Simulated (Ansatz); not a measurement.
# Clamped-ion strain scan in Ta$_{4}$C$_{3}$

These are results of DFT PBEsol, scalar-relativistic, plane waves, PAW in Ansatz, not measurements. The runs took a 420 eV cutoff, a Γ-centred 12×12×12 mesh and Gaussian smearing (0.15 eV). Spin–orbit coupling is left out, which can shift energies with elements as heavy as these. No spin polarisation. Energies are free energies at this smearing, counted from the undisturbed cell; pressure is positive in compression.

The undisturbed cell (relaxed at this level; it needn't be the usual structure):

```xyz
7
Lattice="1.5516 0.8958 10.1645 -1.5516 0.8958 10.1645 0.0000 -1.7917 10.1645" Properties=species:S:1:pos:R:3 pbc="T T T"
Ta    0.0000    0.0000   11.3854
Ta    0.0000    0.0000   19.0420
Ta    0.0000    0.0000    6.3920
Ta    0.0000    0.0000   24.2240
C     0.0000    0.0000   15.3259
C     0.0000    0.0000   30.3721
C     0.0000    0.0000    2.5779
```

The cell is strained by ε times the Voigt pattern (1, 1, 0, 0, 0, 0) (xx, yy, zz, yz, xz, xy; engineering shear) with fractional coordinates fixed. The cell is metallic on the mesh throughout.

```csv
ε,ΔE (meV/atom),"stress summed along the pattern (GPa, tension positive)",pressure (GPa)
-0.1000,730.1,-239.78,101.3
-0.0500,161.9,-95.65,40.0
0.0000,0.0,0.04,0.0
0.0250,33.7,33.66,-14.0
0.0750,266.2,78.84,-33.3
0.1000,443.9,93.39,-39.6
```